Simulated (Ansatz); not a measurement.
**ZrNbTe3: phonons across the zone**

These are results of DFT PBE, scalar-relativistic, plane waves, PAW (Ansatz 0.2.0), not measurements. Plane waves to 420 eV; Γ-centred k mesh 6×8×4; Gaussian smearing of 0.10 eV. No spin polarisation. Phonons by linear response, acoustic sum rule imposed.

The cell, relaxed at this level:
```
Zr Nb Te
1.0
     7.22003    0.00000    0.01065
     0.00000    3.75864    0.00000
    -2.65747    0.00000    9.69462
Zr Nb Te
2 2 6
Direct
  0.77561 0.25000 0.50070
  0.22439 0.75000 0.49930
  0.60776 0.25000 0.12496
  0.39224 0.75000 0.87504
  0.22126 0.25000 0.00949
  0.77874 0.75000 0.99051
  0.50850 0.75000 0.31994
  0.49150 0.25000 0.68006
  0.00123 0.25000 0.30339
  0.99877 0.75000 0.69661
```

It was reached by relaxing an invented guess, and it needn't be the stable form of this composition. In a metal, frequencies and elastic constants depend on the k mesh and the smearing, soft modes and shear constants most. Spin–orbit coupling is left out, which matters for heavy elements. The q mesh is coarse, so values between its points are rough.

Force constants from linear response on a 1×2×1 q mesh.

Question: Is the structure dynamically stable on this mesh?

Answer: Yes, on this mesh: no mode is imaginary.

Question: Give the frequencies (cm⁻¹; i marks imaginary ones) at the irreducible q points, in fractions of the reciprocal vectors.

Answer:
```csv
q,star,frequencies
0.000 0.000 0.000,1,0 0 0 60 68 73 75 78 84 89 99 111 111 113 122 128 139 144 146 154 161 164 169 171 173 197 207 215 225 252
0.000 -0.500 0.000,1,23 23 68 68 79 79 89 89 101 101 111 111 118 118 130 130 139 139 155 155 168 168 175 175 178 178 184 184 230 230
```
